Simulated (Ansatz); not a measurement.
**What DFT gives for CaCu2S2**

```xyz
5
Lattice="3.9284 0.0000 0.0000 -1.9642 3.4021 0.0000 0.0000 0.0000 6.5038" Properties=species:S:1:pos:R:3 pbc="T T T"
Cu   -0.0002    2.2682    2.4486
Cu    1.9644    1.1339    4.0552
Ca    0.0000    0.0000    0.0000
S    -0.0002    2.2682    4.8538
S     1.9644    1.1339    1.6500
```

The numbers come from plane-wave PAW DFT (Ansatz): PBEsol, no spin polarisation, 420 eV, 8×8×4 Γ-centred k points, fermi-dirac occupations (width 0.0115 eV). Nothing was relaxed.

**Question.** Which atom feels the largest force, and which way?

**Answer.** The largest is on S4 (and as large on other atoms): 0.44 eV/Å, components (0.00, 0.00, -0.44). It makes 71° with the line to a nearest neighbour, Cu2 at 2.40 Å.

**Question.** Metal or insulator? Give the gap.

**Answer.** The gap is 1.02 eV, direct at the points sampled. A semilocal functional usually gives too small a gap.

**Question.** What does the stress say?

**Answer.** The pressure is -4.4 GPa (compression positive), so with the atoms held at these fractions the cell would first shrink.

**Question.** Give the Bader charges.

**Answer.** Bader charges in e: Ca +1.41, Cu +0.40, S -1.10. In the mean Ca gives up most and S takes most.

Origin: a database entry at a rescaled volume.
